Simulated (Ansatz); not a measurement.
A geometry of InBi away from equilibrium: step 3 of the relaxation of a generated cell, InBi built in the cinnabar structure type. Method: r2SCAN (plane waves to 500 eV, PAW, scalar-relativistic; Ansatz, a first-principles code). Γ-centred k-mesh 8×8×3 on the run's cell (coarser than for final values), Fermi–Dirac smearing 0.05 eV. The plane waves were selected for a different cell earlier on the path.

```
CELL_PARAMETERS angstrom
      4.69708     0.00000     0.00000
     -2.34854     4.06779     0.00000
      0.00000     0.00000    10.65755
ATOMIC_POSITIONS crystal
  In 0.65804 0.00000 0.66667
  In 0.00000 0.65804 0.33333
  In 0.34196 0.34196 0.00000
  Bi 0.56400 0.00000 0.16667
  Bi 0.00000 0.56400 0.83333
  Bi 0.43600 0.43600 0.50000
```

Q: What forces act on the atoms (eV/Å)?

A: 
```json
[
 {"atom": "In1", "Fx": "-0.33", "Fy": "0.00", "Fz": "0.00"},
 {"atom": "In2", "Fx": "0.17", "Fy": "-0.29", "Fz": "0.00"},
 {"atom": "In3", "Fx": "0.17", "Fy": "0.29", "Fz": "0.00"},
 {"atom": "Bi4", "Fx": "0.11", "Fy": "0.00", "Fz": "0.00"},
 {"atom": "Bi5", "Fx": "-0.05", "Fy": "0.09", "Fz": "0.00"},
 {"atom": "Bi6", "Fx": "-0.05", "Fy": "-0.09", "Fz": "0.00"}
]
```

The path ends in P3₂21 (No. 154). No spin polarisation in the result.

The run could not lose the symmetry of its start: the end is stationary, and may be a saddle point rather than a minimum.

The end of the path is a generated cell of InBi: the first start was made by placing the elements on the sites of a structure type, and the end was not matched to a known phase here, so it may be hypothetical.
